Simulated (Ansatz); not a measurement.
MgCdS₂:
```yaml
crystal:
  lattice:
    - [4.12328, 0.00000, 0.00000]
    - [-2.06164, 3.57087, 0.00000]
    - [0.00000, 0.00000, 6.67200]
  atoms:
    - { symbol: Cd, position: [0.33333, 0.66667, 0.00686] }
    - { symbol: S, position: [0.33333, 0.66667, 0.39148] }
    - { symbol: Mg, position: [0.66667, 0.33333, 0.50055] }
    - { symbol: S, position: [0.66667, 0.33333, 0.87112] }
```

Relaxed with PBE. Special points in fractions of this cell's reciprocal vectors: Γ (0.000, 0.000, 0.000); M (0.500, 0.000, 0.000); K (0.333, 0.333, 0.000); A (0.000, 0.000, 0.500); L (0.500, 0.000, 0.500); H (0.333, 0.333, 0.500).

Task: List the band energies nearest the valence-band maximum at these points for the program Ansatz at the PBE level (PAW).

Result: In eV from the valence-band maximum; about four levels below and three above (degenerate sets whole), none deeper than 8.9 eV; points with the same levels are listed once.

```tsv
k	below	above
Γ	-0.96 -0.96 -0.20 0.00 0.00	1.92 3.74 6.85 6.85
M	-2.32 -1.63 -1.24 -0.65	4.01 4.49 5.17
K	-2.67 -1.74 -1.62 -1.50	4.60 5.25 6.47
A	-0.86 -0.86 -0.10 -0.10	3.24 4.04 6.19
L	-1.35 -1.34 -1.00 -0.96	3.57 4.24 5.23
H	-2.34 -2.07 -1.03 -0.82	4.35 5.29 5.77
```

Space group P3m1. The start of the workflow was typed in or built on a structure type; neither database checked (COD, Materials Project) lists it. Its standing as an ambient phase is unchecked. The PBE relaxation kept the symmetry of its start; its stability against distortions is not shown here. The volume moved by 27 % from the start of the relaxation. Spin–orbit coupling is left out wherever it is not named.

Potentials: the earlier of the program's two PAW sets.
